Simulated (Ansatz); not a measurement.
Tetragonal deformation path in TiAl

Theory: DFT PBEsol, scalar-relativistic, plane waves, PAW (Ansatz 0.2.0). The runs took a 420 eV cutoff, a Γ-centred 18×18×14 mesh and Gaussian smearing (0.15 eV). No spin polarisation. Energies are free energies at this smearing, counted from the undisturbed cell; pressure is positive in compression.

Zero of the scan (as given, not relaxed at this level; it stands at -3.9 GPa, and it needn't be the usual structure):

```
Ti Al
1.0
     2.83730    0.00000    0.00000
     0.00000    2.83730    0.00000
     0.00000    0.00000    4.05910
Ti Al
1 1
Direct
  0.00000 0.00000 0.00000
  0.50000 0.50000 0.50000
```

At fixed volume and fractional coordinates, lengths along (0.000, 0.000, 1.000) are scaled against those across it; ρ is that ratio over its starting value. The cell is metallic on the mesh throughout.

| ρ | ΔE (meV/atom) |
| --- | --- |
| 0.800 | 95.8 |
| 0.850 | 59.1 |
| 0.920 | 19.4 |
| 0.960 | 6.3 |
| 1.000 | 0.0 |
| 1.050 | 4.0 |
| 1.100 | 21.4 |
| 1.200 | 93.9 |
| 1.300 | 222.0 |

(1) Predict the pressure (GPa) at each point.

## Answers

(1)
```csv
ρ,pressure (GPa)
0.800,-4.1
0.850,-4.1
0.920,-4.1
0.960,-4.0
1.000,-3.9
1.050,-3.9
1.100,-3.9
1.200,-3.4
1.300,-1.9
```